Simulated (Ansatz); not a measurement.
Li₂SiS₃:
```cif
data_Li8S12Si4
_chemical_formula_sum 'Li8 Si4 S12'
_space_group_name_H-M_alt 'Cmc21'
_space_group_IT_number 36
_space_group_name_Hall 'C 2c -2'
_cell_length_a 11.62394
_cell_length_b 6.76040
_cell_length_c 5.97620
_cell_angle_alpha 90.000
_cell_angle_beta 90.000
_cell_angle_gamma 90.000
loop_
_atom_site_label
_atom_site_type_symbol
_atom_site_symmetry_multiplicity
_atom_site_Wyckoff_symbol
_atom_site_fract_x
_atom_site_fract_y
_atom_site_fract_z
_atom_site_occupancy
Li1 Li 8 b 0.33462 0.15403 0.00924 1
Si1 Si 4 a 0.00000 0.16385 0.99720 1
S1 S 8 b 0.34850 0.19348 0.41008 1
S2 S 4 a 0.00000 0.13954 0.36896 1
```
(The calculation used a cell of 12 atoms; values per cell refer to that cell.)

Relaxed with r²SCAN.

**Question.** Tabulate the valence density and the electron localisation function along the shortest Li–S contact (2.42 Å), plane-wave PAW r²SCAN (Ansatz code).

**Answer.** 

| distance from Li (Å) | density (e/Å³) | ELF |
|---|---|---|
| 0.24 | 5.95 | 1.00 |
| 0.36 | 3.18 | 0.93 |
| 0.48 | 1.21 | 0.54 |
| 0.60 | 0.33 | 0.09 |
| 0.72 | 0.13 | 0.02 |
| 0.85 | 0.13 | 0.07 |
| 0.97 | 0.17 | 0.40 |
| 1.09 | 0.23 | 0.76 |
| 1.21 | 0.32 | 0.88 |
| 1.33 | 0.45 | 0.90 |
| 1.45 | 0.63 | 0.92 |
| 1.57 | 0.85 | 0.92 |
| 1.69 | 1.07 | 0.90 |
| 1.81 | 1.20 | 0.85 |
| 1.93 | 1.15 | 0.70 |
| 2.05 | 0.87 | 0.38 |
| 2.17 | 0.46 | 0.09 |

The density is the valence pseudo-density with augmentation charge, so density and ELF within about 1 Å of a nucleus are not all-electron values.

Space group Cmc2_1. The first step of the workflow began from a Materials Project structure, measured or hypothetical; the Crystallography Open Database copy checked does not list it. Whether it is the stable phase at ambient conditions was not checked. Symmetry was held in the r²SCAN relaxation; whether a distortion lowers the energy is not shown.

Potentials: the later of the program's two PAW sets.
